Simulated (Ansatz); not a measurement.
Al2GaP3, ordered on the zincblende lattice (Imm2) with 6 atoms a cell, relaxed with r2SCAN, was run in the plane-wave code Ansatz under altered settings. All numbers are computed, without spin polarisation but where a row says otherwise.

```
CELL_PARAMETERS angstrom
-1.93433 5.80283 2.73462
1.93433 -5.80283 2.73462
1.93433 5.80283 -2.73462
ATOMIC_POSITIONS crystal
Al 0.66657 0.99995 0.66661
P 0.41649 0.24998 0.16651
Al 0.33334 0.99995 0.33339
P 0.08346 0.24998 0.83349
Ga 0.99995 0.99995 0.00000
P 0.75020 0.25020 0.50000
```

The base run's other keys:
```yaml
kpoints:
  mp_grid: { grid: [4, 4, 4] }
hamiltonian:
  xc: hse06
scf:
  occupations: { method: fixed }
  n_extra_bands: 5
```

It takes 14 iterations with 2405 plane waves at 420 eV and 18 k points, and leaves a mean stress of +0.18 GPa. The gap over this mesh is 2.280 eV. It ran on 4 threads of Arm Neoverse N1, on a shared host.

Outcomes, with energy and stress as changes against the base:
```csv
setting,outcome,ΔF (meV/atom),Δ mean stress (GPa),gap on the mesh (eV),iterations,wall time
"PBE hybrid, exx coeff 0.4, unscreened",converged,–,-1.1,3.789,19,97 s
"PBE hybrid, exx coeff 1.0, omega 0.3 1/Å",converged,–,-3.3,3.824,25,2 min
basis.ecutwfc: 500,converged,-0.8,0.0,2.280,15,110 s
```
A dash marks a value that wasn't obtained or can't be compared. Stress is positive in compression. The base took 76 s.

- PBE hybrid, exx coeff 0.4, unscreened. That is 40 % exact exchange, at all ranges, against HSE06's 25 % screened at 0.208 1/Å. The mean stress moves by -1.1 GPa and the gap on the mesh by +1.510 eV (to 3.789). Totals of different functionals aren't comparable.
- PBE hybrid, exx coeff 1.0, omega 0.3 1/Å. That is 100 % exact exchange, screened with ω = 0.3 1/Å, against HSE06's 25 % screened at 0.208 1/Å. The mean stress moves by -3.3 GPa and the gap on the mesh by +1.545 eV (to 3.824). Totals of different functionals aren't comparable.

Within 1 meV an atom, 0.1 GPa and 0.005 eV of the base stay: basis.ecutwfc: 500.

The stress of a hybrid is loosely converged in these runs.

The meshes of the hybrids are coarse, so their gaps aren't converged to the digits shown.
